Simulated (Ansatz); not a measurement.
BaS:
```yaml
crystal:
  lattice:
    - [0.00000, 3.21427, 3.21427]
    - [3.21427, 0.00000, 3.21427]
    - [3.21427, 3.21427, 0.00000]
  atoms:
    - { symbol: Ba, position: [0.00000, 0.00000, 0.00000] }
    - { symbol: S, position: [0.50000, 0.50000, 0.50000] }
```

Relaxed with PBE. Special points in fractions of this cell's reciprocal vectors: Γ (0.000, 0.000, 0.000); X (0.500, 0.000, 0.500); U (0.625, 0.250, 0.625); K (0.375, 0.375, 0.750); L (0.500, 0.500, 0.500); W (0.500, 0.250, 0.750).

List the band energies nearest the valence-band maximum at these points for plane-wave PAW PBE (Ansatz code).

In eV from the valence-band maximum; about four levels below and three above (degenerate sets whole), none deeper than 8.9 eV; points with the same levels are listed once.

```json
[
 {"k": "Γ", "below": "0.00 0.00 0.00", "above": "3.59 3.96 3.96 3.96"},
 {"k": "X", "below": "-0.47 -0.12 -0.12", "above": "2.23 5.97 6.00"},
 {"k": "U", "below": "-0.87 -0.54 -0.48", "above": "3.34 5.86 6.56"},
 {"k": "L", "below": "-1.82 -0.98 -0.98", "above": "5.50 5.57 6.33 6.33"},
 {"k": "W", "below": "-1.03 -0.44 -0.44", "above": "4.28 4.28 6.27"}
]
```

Space group Fm-3m (rock salt). Symmetry was held in the PBE relaxation. Scalar-relativistic: spin–orbit coupling is off unless named, which matters more the heavier the elements.

Potentials: the later of the program's two PAW sets.
